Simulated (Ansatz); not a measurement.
## Relaxing a structure of Mg

The start is a generated cell, Mg placed in the diamond structure type. A full variable-cell relaxation at zero pressure is run with PBE (plane waves to 420 eV, PAW, scalar-relativistic; Ansatz, an electronic-structure program). The first steps use a coarse 9×9×9 k-mesh.

Starting cell:
```yaml
crystal:
  lattice:
    - [0.00000, 3.14345, 3.14345]
    - [3.14345, 0.00000, 3.14345]
    - [3.14345, 3.14345, 0.00000]
  atoms:
    - { symbol: Mg, position: [0.25000, 0.25000, 0.25000] }
    - { symbol: Mg, position: [0.00000, 0.00000, 0.00000] }
```

Problem. What pressure does the first self-consistent step give?

Solution. +4.8 GPa (positive: the cell is compressed).

Problem. By how much does the energy per atom fall from start to end?

Solution. 0.11 eV/atom.

Problem. How do the shortest distances between atoms change?

Solution. The closest pairs of elements (up to four, under 3.6 Å), start → end: Mg–Mg 2.72 → 2.98 Å.

Problem. What does it relax into? Give the structure.

Solution. 
Space group Fd-3m, origin choice 1 (No. 227); a = b = c = 6.8711 Å, α = β = γ = 90.00°

```json
[
 {"atom": "Mg", "site": "8a", "symmetry": "-43m", "x": "0.0000", "y": "0.0000", "z": "0.0000"}
]
```
(The calculation used a cell of 2 atoms; values per cell refer to that cell.)

The space group stays Fd-3m (No. 227) (the run could not lower it); the end is diamond type, with 2 atoms in the primitive cell. Final values are on a 12×12×12 k-mesh of the relaxed cell. No spin polarisation in the result.

The run could not lose the symmetry of its start, so the end can be a saddle point.

All atoms sit on sites fixed by symmetry, so only the cell could relax.

The relaxed structure here is a generated cell of Mg: the first start was made by placing the elements on the sites of a structure type, and the end was not matched to a known phase here, so it may be hypothetical. Known forms of Mg include space group No. 194.
